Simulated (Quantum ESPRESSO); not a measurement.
## Ir4Au2OsTi (one run as intended and one with a planted mistake)

Simulated, not a measurement. The program is pw.x of Quantum ESPRESSO 7.5 (plane-wave density functional theory). The cell is made up: eight metal atoms on a hexagonal close-packed lattice, with elements, volume, strain and displacements drawn at random and not relaxed, so it may be unstable or far from any real phase. PseudoDojo standard norm-conserving files set the functional (PBE unless stated); there is no spin polarisation or spin-orbit coupling, the Fermi-Dirac width of 0.25 eV means electrons at about 2900 K, and the masses in the input are unused placeholders. Heavy elements are run without spin-orbit coupling, which real alloys of them have. A spin test at this wide smearing found no moment, but such smearing suppresses magnetism that the real alloy may have.

Intended input:

```
&control calculation='scf', pseudo_dir='./dojo.nc.sr.pbe.v0_5.standard.upf', outdir='./o', disk_io='minimal', tprnfor=.true., tstress=.true. /
&system ibrav=0, nat=8, ntyp=4, nbnd=83, ecutwfc=84.00895049, nosym=.true., tot_charge=0,
 occupations='smearing', smearing='fd', degauss=0.0183746611
/
&electrons conv_thr=1.470e-08, electron_maxstep=70, mixing_beta=0.5 /
ATOMIC_SPECIES
Au 1.0 Au.upf
Ir 1.0 Ir.upf
Os 1.0 Os.upf
Ti 1.0 Ti.upf
CELL_PARAMETERS angstrom
-0.0261 -0.0365 4.538
5.6969 -0.0449 -0.032
-2.8874 4.8515 -0.0228
ATOMIC_POSITIONS angstrom
Ir 0.0259 -0.0447 0.0157
Au -1.4288 2.4911 0.017
Os 2.901 0.0456 -0.0468
Ir 1.3313 2.4816 -0.0545
Ir -0.022 1.6585 2.2666
Ti -1.5206 4.0425 2.2649
Au 2.8437 1.5087 2.2578
Ir 1.4624 4.0089 2.2665
K_POINTS automatic
5 5 5 1 1 1
```

The log is shortened where brackets say so; the opening notice, blank lines, dates and the lines on written files are dropped, and the path of the files is cut. It prints rydbergs, bohrs and kilobars, and counts compression as positive stress. Its total energy is the free energy E - TS of the whole cell.

Log of the intended run:

```
     Program PWSCF v.7.5
     Parallel version (MPI & OpenMP), running on       4 processor cores
     Number of MPI processes:                 4
     Threads/MPI process:                     1
     [start-up lines left out]
     bravais-lattice index     =            0
     lattice parameter (alat)  =       8.5760  a.u.
     unit-cell volume          =     842.3476 (a.u.)^3
     number of atoms/cell      =            8
     number of atomic types    =            4
     number of electrons       =       134.00
     number of Kohn-Sham states=           83
     kinetic-energy cutoff     =      84.0090  Ry
     charge density cutoff     =     336.0358  Ry
     scf convergence threshold =      1.5E-08
     mixing beta               =       0.5000
     number of iterations used =            8  plain     mixing
     Exchange-correlation= PBE
                           (   1   4   3   4   0   0   0)
     [axes and pseudopotential details left out]
   Cartesian axes
     site n.     atom                  positions (alat units)
         1        Ir     tau(   1) = (   0.0057071  -0.0098497   0.0034595  )
         2        Au     tau(   2) = (  -0.3148370   0.5489154   0.0037460  )
         3        Os     tau(   3) = (   0.6392372   0.0100480  -0.0103124  )
         4        Ir     tau(   4) = (   0.2933528   0.5468221  -0.0120091  )
         5        Ir     tau(   5) = (  -0.0048477   0.3654515   0.4994467  )
         6        Ti     tau(   6) = (  -0.3350652   0.8907674   0.4990721  )
         7        Au     tau(   7) = (   0.6266111   0.3324430   0.4975076  )
         8        Ir     tau(   8) = (   0.3222407   0.8833636   0.4994247  )
     number of k points=    63  Fermi-Dirac smearing, width (Ry)=  0.0184
                       cart. coord. in units 2pi/alat
        k(    1) = (   0.0813547   0.1424390   0.1016185), wk =   0.0320000
        k(    2) = (   0.0828448   0.3304182   0.1031390), wk =   0.0320000
     [further k points left out]
     Dense  grid:    87579 G-vectors     FFT dimensions: (  54,  64,  64)
     Estimated max dynamical RAM per process >     404.71 MB
     Estimated total dynamical RAM >       1.52 GB
     Initial potential from superposition of free atoms
     starting charge     133.9973, renormalised to     134.0000
     Starting wfcs are   80 randomized atomic wfcs +    3 random wfcs
     total cpu time spent up to now is        5.7 secs
     per-process dynamical memory:   330.8 Mb
     Self-consistent Calculation
     iteration #  1     ecut=    84.01 Ry     beta= 0.50
     Davidson diagonalization with overlap
     ethr =  1.00E-02,  avg # of iterations =  3.0
     total cpu time spent up to now is       22.3 secs
     total energy              =   -1833.27800125 Ry
     estimated scf accuracy    <       3.29946661 Ry
     iteration #  2     ecut=    84.01 Ry     beta= 0.50
     Davidson diagonalization with overlap
     ethr =  2.46E-03,  avg # of iterations =  2.3
     total cpu time spent up to now is       38.6 secs
     total energy              =   -1834.08898270 Ry
     estimated scf accuracy    <       9.46188912 Ry
     [iterations 3 to 19 left out]
     iteration # 20     ecut=    84.01 Ry     beta= 0.50
     Davidson diagonalization with overlap
     ethr =  6.99E-11,  avg # of iterations =  1.4
     total cpu time spent up to now is      287.4 secs
     total energy              =   -1835.18322051 Ry
     estimated scf accuracy    <       0.00000002 Ry
     iteration # 21     ecut=    84.01 Ry     beta= 0.50
     Davidson diagonalization with overlap
     ethr =  1.70E-11,  avg # of iterations =  1.5
     total cpu time spent up to now is      300.5 secs
     End of self-consistent calculation
     [lines on levels left out]
!    total energy              =   -1835.18322051 Ry
     estimated scf accuracy    <          4.5E-09 Ry
     smearing contrib. (-TS)   =      -0.11987819 Ry
     internal energy E=F+TS    =   -1835.06334232 Ry
     The total energy is F=E-TS. E is the sum of the following terms:
     one-electron contribution =    -397.74144477 Ry
     hartree contribution      =     281.16087747 Ry
     xc contribution           =    -337.60003972 Ry
     ewald contribution        =   -1380.88273530 Ry
     convergence has been achieved in  21 iterations
     Forces acting on atoms (cartesian axes, Ry/au):
     atom    1 type  2   force =    -0.01639730    0.04738840    0.00512908
     atom    2 type  1   force =    -0.00017956   -0.00976913   -0.00406964
     atom    3 type  3   force =     0.00280175   -0.03536459    0.01297217
     atom    4 type  2   force =     0.01180897   -0.01415730    0.01828978
     atom    5 type  2   force =     0.03447031   -0.01998937   -0.00556392
     atom    6 type  4   force =     0.01982692    0.01567664    0.00328677
     atom    7 type  1   force =    -0.02679430    0.01819252   -0.01214901
     atom    8 type  2   force =    -0.02553678   -0.00197715   -0.01789522
     Total force =     0.095892     Total SCF correction =     0.000234
     Computing stress (Cartesian axis) and pressure
          total   stress  (Ry/bohr**3)                   (kbar)     P=      -32.22
  -0.00042773   0.00015751   0.00006094          -62.92       23.17        8.96
   0.00015751  -0.00010625   0.00006487           23.17      -15.63        9.54
   0.00006094   0.00006487  -0.00012319            8.96        9.54      -18.12
     init_run     :      5.23s CPU      5.42s WALL (       1 calls)
     electrons    :    288.81s CPU    294.80s WALL (       1 calls)
     forces       :      2.76s CPU      2.76s WALL (       1 calls)
     stress       :     10.02s CPU     10.02s WALL (       1 calls)
     [timing details left out]
     PWSCF        :   5m 7.15s CPU   5m13.40s WALL
     JOB DONE.
```

A second run has one planted mistake: one atom is of a wrong element. The input lines that differ:

```
- &system ibrav=0, nat=8, ntyp=4, nbnd=83, ecutwfc=84.00895049, nosym=.true., tot_charge=0,
+ &system ibrav=0, nat=8, ntyp=5, nbnd=82, ecutwfc=84.00895049, nosym=.true., tot_charge=0,
+ Mo 1.0 Mo.upf
- Ir 0.0259 -0.0447 0.0157
+ Mo 0.0259 -0.0447 0.0157
```

Its log:

```
     Program PWSCF v.7.5
     Parallel version (MPI & OpenMP), running on       4 processor cores
     Number of MPI processes:                 4
     Threads/MPI process:                     1
     [start-up lines left out]
     bravais-lattice index     =            0
     lattice parameter (alat)  =       8.5760  a.u.
     unit-cell volume          =     842.3476 (a.u.)^3
     number of atoms/cell      =            8
     number of atomic types    =            5
     number of electrons       =       131.00
     number of Kohn-Sham states=           82
     kinetic-energy cutoff     =      84.0090  Ry
     charge density cutoff     =     336.0358  Ry
     scf convergence threshold =      1.5E-08
     mixing beta               =       0.5000
     number of iterations used =            8  plain     mixing
     Exchange-correlation= PBE
                           (   1   4   3   4   0   0   0)
     [axes and pseudopotential details left out]
   Cartesian axes
     site n.     atom                  positions (alat units)
         1        Mo     tau(   1) = (   0.0057071  -0.0098497   0.0034595  )
         2        Au     tau(   2) = (  -0.3148370   0.5489154   0.0037460  )
         3        Os     tau(   3) = (   0.6392372   0.0100480  -0.0103124  )
         4        Ir     tau(   4) = (   0.2933528   0.5468221  -0.0120091  )
         5        Ir     tau(   5) = (  -0.0048477   0.3654515   0.4994467  )
         6        Ti     tau(   6) = (  -0.3350652   0.8907674   0.4990721  )
         7        Au     tau(   7) = (   0.6266111   0.3324430   0.4975076  )
         8        Ir     tau(   8) = (   0.3222407   0.8833636   0.4994247  )
     number of k points=    63  Fermi-Dirac smearing, width (Ry)=  0.0184
                       cart. coord. in units 2pi/alat
        k(    1) = (   0.0813547   0.1424390   0.1016185), wk =   0.0320000
        k(    2) = (   0.0828448   0.3304182   0.1031390), wk =   0.0320000
     [further k points left out]
     Dense  grid:    87579 G-vectors     FFT dimensions: (  54,  64,  64)
     Estimated max dynamical RAM per process >     405.01 MB
     Estimated total dynamical RAM >       1.52 GB
     Initial potential from superposition of free atoms
     starting charge     130.9961, renormalised to     131.0000
     Starting wfcs are   80 randomized atomic wfcs +    2 random wfcs
     total cpu time spent up to now is        5.5 secs
     per-process dynamical memory:   319.9 Mb
     Self-consistent Calculation
     iteration #  1     ecut=    84.01 Ry     beta= 0.50
     Davidson diagonalization with overlap
     ethr =  1.00E-02,  avg # of iterations =  3.0
     total cpu time spent up to now is       20.6 secs
     total energy              =   -1743.25962371 Ry
     estimated scf accuracy    <       3.85838101 Ry
     iteration #  2     ecut=    84.01 Ry     beta= 0.50
     Davidson diagonalization with overlap
     ethr =  2.95E-03,  avg # of iterations =  2.4
     total cpu time spent up to now is       35.7 secs
     total energy              =   -1743.68399672 Ry
     estimated scf accuracy    <      14.79919819 Ry
     [iterations 3 to 17 left out]
     iteration # 18     ecut=    84.01 Ry     beta= 0.50
     Davidson diagonalization with overlap
     ethr =  3.70E-11,  avg # of iterations =  2.0
     total cpu time spent up to now is      239.4 secs
     total energy              =   -1745.42359573 Ry
     estimated scf accuracy    <       0.00000006 Ry
     iteration # 19     ecut=    84.01 Ry     beta= 0.50
     Davidson diagonalization with overlap
     ethr =  3.70E-11,  avg # of iterations =  1.1
     total cpu time spent up to now is      251.0 secs
     End of self-consistent calculation
     [lines on levels left out]
!    total energy              =   -1745.42359574 Ry
     estimated scf accuracy    <          3.4E-09 Ry
     smearing contrib. (-TS)   =      -0.11650498 Ry
     internal energy E=F+TS    =   -1745.30709076 Ry
     The total energy is F=E-TS. E is the sum of the following terms:
     one-electron contribution =    -378.73509462 Ry
     hartree contribution      =     269.52318266 Ry
     xc contribution           =    -314.60156799 Ry
     ewald contribution        =   -1321.49361081 Ry
     convergence has been achieved in  19 iterations
     Forces acting on atoms (cartesian axes, Ry/au):
     atom    1 type  3   force =    -0.02733816    0.06483765    0.00407577
     atom    2 type  1   force =    -0.00121022   -0.01106866   -0.00422276
     atom    3 type  4   force =    -0.02978588   -0.03509769    0.01660501
     atom    4 type  2   force =     0.02618672   -0.00816701    0.01881141
     atom    5 type  2   force =     0.03348538   -0.02247668   -0.00729581
     atom    6 type  5   force =     0.04474462    0.00721681    0.00061848
     atom    7 type  1   force =    -0.02410171    0.01913786   -0.01179001
     atom    8 type  2   force =    -0.02198075   -0.01438229   -0.01680209
     Total force =     0.120015     Total SCF correction =     0.000151
     Computing stress (Cartesian axis) and pressure
          total   stress  (Ry/bohr**3)                   (kbar)     P=       -8.33
  -0.00031614   0.00000535   0.00005406          -46.51        0.79        7.95
   0.00000535   0.00007807   0.00007385            0.79       11.48       10.86
   0.00005406   0.00007385   0.00006809            7.95       10.86       10.02
     init_run     :      5.20s CPU      5.43s WALL (       1 calls)
     electrons    :    240.64s CPU    245.45s WALL (       1 calls)
     forces       :      2.49s CPU      2.50s WALL (       1 calls)
     stress       :      8.48s CPU      8.62s WALL (       1 calls)
     [timing details left out]
     PWSCF        :   4m16.94s CPU   4m22.15s WALL
     JOB DONE.
```

|  | intended run | run with the mistake |
| --- | --- | --- |
| free energy (eV) | -24968.940 | -23747.698 |
| entropy term -TS, part of it (eV) | -1.631 | -1.585 |
| pressure (GPa) | -3.22 | -0.83 |
| size of the largest force component (eV/Å) | 1.218 | 1.667 |
| largest change of a force component (eV/Å) |  | 0.838 |
| iterations | 21 | 19 |

For scale, a rerun of the intended cell at a higher cutoff and on a denser mesh moved values by no more than 0.004 eV in energy, 0.09 GPa in stress and 0.014 eV/Å in force, and a second program with other atomic files agreed on that cell to 2 % rms in force and 0.5 GPa in pressure. Files of another functional or element have another zero of energy, so the energy change says nothing on stability. The number of bands, nbnd, was set by rule from the electron count, so it follows the mistake.